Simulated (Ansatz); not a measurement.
Competing spin states in Ta2CoO6

```
Ta Co O
1.0
     4.73580    0.00000    0.00000
     0.00000    4.73580    0.00000
     0.00000    0.00000    9.17080
Ta Co O
4 2 12
Cartesian
  0.0000 0.0000 3.0300
  2.3679 2.3679 7.6154
  2.3679 2.3679 1.5554
  0.0000 0.0000 6.1408
  0.0000 0.0000 0.0000
  2.3679 2.3679 4.5854
  1.4724 1.4724 0.0000
  0.8955 3.8403 4.5854
  3.2634 3.2634 0.0000
  3.8403 0.8955 4.5854
  1.4051 1.4051 2.9851
  0.9628 3.7730 7.5705
  3.3307 3.3307 2.9851
  3.7730 0.9628 7.5705
  3.7730 0.9628 1.6003
  3.3307 3.3307 6.1857
  0.9628 3.7730 1.6003
  1.4051 1.4051 6.1857
```

All energies were calculated with Ansatz 0.2.0 (r2SCAN; 500 eV; 6×6×3 Γ-centred mesh; fermi-dirac occupations of width 0.050 eV). The atoms are fixed and numbered as listed; spin is collinear, without spin-orbit coupling.

The cycle has several fixed points for this cell. Moments (μB):

```
state   Co5    Co6  other atoms together  size of the net moment a cell
    A  0.00   0.00                  0.00                           0.00
    B  2.58   2.58                  0.51                           6.00
    C  2.57  -2.57                  0.00                           0.00
```

Site moments are taken in small spheres that don't touch (radius about 0.4 of the atom's shortest bond), so those of the magnetic atoms read low, and they needn't add up to the net moment. State A was run without spin polarisation.

Task: What is the order in energy at zero smearing?

Result: State B (parallel moments) comes first by a margin too small to trust; C (antiparallel, compensated) lies 0.2 meV above it, A (without moments) lies 176 meV above it, all counted an atom of the cell. The two lowest differ by only 1.5 meV for each atom with a column above, which mesh or functional could overturn.

Task: Which states have a gap on the mesh, and what pressure does each exert on this cell?

Result: A: no gap, -5.4 GPa; B: gap 1.60 eV, -1.1 GPa; C: gap 1.62 eV, -1.1 GPa (positive in compression). Moments take up room: without them the pressure is lower, so that state wants a smaller cell.

Task: What does magnetism gain here?

Result: 176 meV an atom of the cell, or 1587 meV for each Co atom, against state A, which has none. A run without spin would miss this and give wrong energies and forces. That state isn't the paramagnet, which keeps its moments, so this is no ordering energy.

The cell is that of a Crystallography Open Database entry, unchanged.

Caveats: only orders that fit this cell and collinear spins were tried, so the true order may need a larger cell or canted moments; atoms and cell are not relaxed, and each state would relax in its own way; semilocal functionals without U often misplace the states of 3d oxides, halides and chalcogenides; the k mesh is coarse, so differences of a few meV are uncertain where a state is a metal; one start a pattern, so a lower state of the same pattern may exist; the nearest magnetic pairs stand parallel in every state found, so their coupling isn't measured.
